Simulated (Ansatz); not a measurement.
Values for one crystal, relaxed and computed with PBEsol in the plane-wave PAW code Ansatz; other levels are named.

```yaml
volume_per_atom: 11.89 Å³
electronic_character: metallic (no gap)
mechanical_stability: stable (all eigenvalues of C positive)
Bulk modulus (Birch–Murnaghan fit): 197 GPa
Density of states at the Fermi level: 0.34 states/eV per atom (mean over ±0.08 eV)
hill_bulk_and_shear_moduli: 197 and 110 GPa
Young's modulus: 279 GPa
```

Question: Which of these materials gives this?
(A) TiS2, rutile
(B) Ti2O, anti-CdI2 type
(C) Bi2TeO2, I4/mmm (Bi on 4e, Te on 2b, O on 4d)
(D) TiGe2, Fddd (Ti on 8b, Ge on 16f)

Answer: B, Ti2O, anti-CdI2 type

Space group P-3m1 (anti-CdI2 type). The workflow started from a Materials Project entry (that database holds measured and hypothetical structures alike); the Crystallography Open Database files this formula in space group No. 164, but the cells were not matched. Its standing as an ambient phase is unchecked. Symmetry was held in the PBEsol relaxation; of distortions, only those at the zone centre were tested. The run is not spin-polarised. Without spin polarisation and U, an open-shell compound can come out a false metal. As this level gives no gap, shear constants depend on the k-mesh and smearing (Fermi–Dirac, 0.1 eV here).

Potentials: the later of the program's two PAW sets.
